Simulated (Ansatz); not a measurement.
## Kick test of a cell of Cu₂Ni

The cell was found from a structure generator's guess, not taken from experiment.

Theory: Ansatz 0.2.0, DFT PBE, scalar-relativistic, plane waves, PAW. Settings: cutoff 420 eV, Γ-centred mesh 18×18×4 on the computed 6-atom cell, Gaussian smearing of 0.10 eV; no spin polarisation.

The cell below (6 atoms, space group P-6m2 (No. 187)) is relaxed within its symmetry.

```yaml
crystal:
  lattice:
    - [2.52318, 0.00000, 0.00000]
    - [-1.26159, 2.18514, 0.00000]
    - [0.00000, 0.00000, 12.55319]
  atoms:
    - { symbol: Cu, position: [0.33333, 0.66667, 0.83028] }
    - { symbol: Cu, position: [0.33333, 0.66667, 0.16972] }
    - { symbol: Cu, position: [0.33333, 0.66667, 0.50000] }
    - { symbol: Cu, position: [0.66667, 0.33333, 0.00000] }
    - { symbol: Ni, position: [0.66667, 0.33333, 0.33453] }
    - { symbol: Ni, position: [0.66667, 0.33333, 0.66548] }
```

For the test a repeat of it with 12 atoms (edges 2.52, 2.52, 25.11 Å) was strained at random (σ = 1.5 % a component), the atoms were moved at random (σ = 0.15 Å), and all was relaxed again on a coarse 12×12×1 mesh (in the run’s order of axes) with 0.20 eV smearing, with no symmetry imposed.

Trial moments died out on the coarse mesh, so the last step has no spin; another magnetic start might hold.

Q: Does it come back?

A: It returns, within 1 meV/atom of the unmoved cell on that mesh and with the same symmetry when read at 0.1 Å. So it is stable against the distortions that fit this cell and that this random move excites. Modes that don't fit the cell aren't tested.
